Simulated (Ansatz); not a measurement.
## Field gradients of Mg2Sc3CrS8 from run to run

Cell of run 1: a computed structure from the Materials Project (it need not be an observed phase), atoms as given.

Space group R-3m:H (No. 166); a = 7.4915, c = 18.2246 Å, γ = 120.00°.

| site | Wyckoff | site symmetry | x | y | z |
| --- | --- | --- | --- | --- | --- |
| Mg | 6c | 3m | 0.0000 | 0.0000 | 0.1254 |
| Sc | 9e | .2/m | 0.6667 | 0.8333 | 0.3333 |
| Cr | 3b | -3m | 0.0000 | 0.0000 | 0.5000 |
| S7 | 18h | .m | 0.3040 | 0.1520 | 0.4183 |
| S9 | 6c | 3m | 0.0000 | 0.0000 | 0.7422 |

One atom of each set is listed; the run and its k-mesh use a cell of 14 atoms with edges of 7.46, 7.46, 7.46 Å.

All runs are DFT with Ansatz 0.2.0 (plane waves and PAW, scalar-relativistic unless spin–orbit coupling is named, Γ-centred meshes, Fermi–Dirac smearing where given) in this cell. Start moments of run 1 as typed (μB): 3 on each Cr, none on the rest.

Run 1: PBE, with a start moment, atoms as given; 420 eV, 5×5×5 k-points, smearing 0.02 eV.
Run 2: r2SCAN, with a start moment, atoms as given; 500 eV, 5×5×5 k-points, smearing 0.02 eV.
Run 3: PBE+U, with a start moment, atoms as given; 420 eV, 5×5×5 k-points, smearing 0.02 eV (U = 2.5 eV on Cr d).

Task: What does each run give, and what moves the gradients most?

Result: 

```csv
run,Cr V_zz (η),S7 V_zz (η),S9 V_zz (η),absolute moment (μB)
1,0.71 (0.00),5.09 (0.47),1.55 (0.00),3.6
2,0.56 (0.00),4.78 (0.44),1.29 (0.00),3.6
3,0.49 (0.00),5.29 (0.47),1.54 (0.00),3.9
```

V_zz in 10²¹ V/m²; 3 of the 5 sets of like atoms are followed. Against run 1, the gradient tensors on these sites move by at most 0.34 in run 2 (S7), 0.22 in run 3 (Cr). Taken one at a time, the functional (r2SCAN with its higher cutoff) moves the tensors on these sites by up to 0.34 (largest principal value of the change, on S7), the Hubbard term by 0.22 (Cr).

The magnetic order is the one that the run reached from its start moments, not necessarily the measured one. For runs 1, 2, 3: All moments are parallel here, as the start or the cell imposes; many such compounds order antiparallel, where fields and spin densities carried over to other atoms largely cancel. In run 2 the program didn't check the stability of the electronic state in full, so a lower one may lie near.
